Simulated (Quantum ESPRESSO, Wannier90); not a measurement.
## Wannier functions of YTl (CsCl type)

```xyz
2
Lattice="3.7776 0.0000 0.0000 0.0000 3.7776 0.0000 0.0000 0.0000 3.7776" Properties=species:S:1:pos:R:3 pbc="T T T"
Y      1.8888     1.8888     1.8888
Tl     0.0000     0.0000     0.0000
```

Cell from Materials Project (mp-11575), symmetrised, no further relaxation. COD (Crystallography Open Database) has an entry of this formula and space group (matched by these alone). Level: LDA, no spin polarisation, no spin-orbit coupling; pw.x of Quantum ESPRESSO at 58 Ry with PseudoDojo potentials, 8×8×8 k-points, Wannier90. Density: 12×12×12 mesh, cold smearing 0.01 Ry. Spin-orbit coupling is left out although heavy elements are present.

Base run: 13 functions from bands 10-31 of the 31 computed, start hydrogen-like Y: s;p;d; Tl: s;p, centres 0.05 Å off the atoms, frozen window up to 1.50 eV relative to the Fermi level, outer window open. One thing is changed at a time; window edges are relative to the Fermi level. The misfit compares interpolated bands with pw.x on a high-symmetry path, for states up to 1.0 eV relative to the Fermi level. Converged means that the tolerances were met: symmetric starts can stop on a saddle, which shows as a larger Ω_OD at equal Ω_I and can move the misfit too.

Which of these settings interpolates worst among those that finish?
(A) frozen window to 2.50 eV
(B) frozen window to 1.00 eV
(C) frozen window to -1.50 eV
(D) outer window to 14.63 eV
(E) base
(F) no frozen window

F, no frozen window. The whole sweep:

| setting | functions | frozen to (eV) | Ω_I (Å²) | Ω_D (Å²) | Ω_OD (Å²) | rms misfit (meV) | worst (meV) | ended |
|---|---|---|---|---|---|---|---|---|
| base | 13 | 1.50 | 21.45 | 0.00 | 5.28 | 2.5 | 13 | converged |
| frozen window to -1.50 eV | 13 | -1.50 | 20.89 | 0.00 | 5.23 | 232 | 672 | converged |
| frozen window to 2.50 eV | 13 | 2.50 | 21.60 | 0.00 | 5.49 | 1.7 | 12 | converged |
| frozen window to 1.00 eV | 13 | 1.00 | 21.39 | 0.00 | 5.20 | 2.7 | 15 | converged |
| frozen window to 10.20 eV | 13 | 10.20 | – | – | – | – | – | stops: too many frozen states |
| no frozen window | 13 | none | 20.53 | 0.00 | 5.31 | 462 | 1232 | converged |
| outer window to 11.63 eV | 13 | 1.50 | – | – | – | – | – | stops: too few bands in the window |
| outer window to 14.63 eV | 13 | 1.50 | 33.35 | 0.61 | 12.14 | 8.2 | 70 | converged |
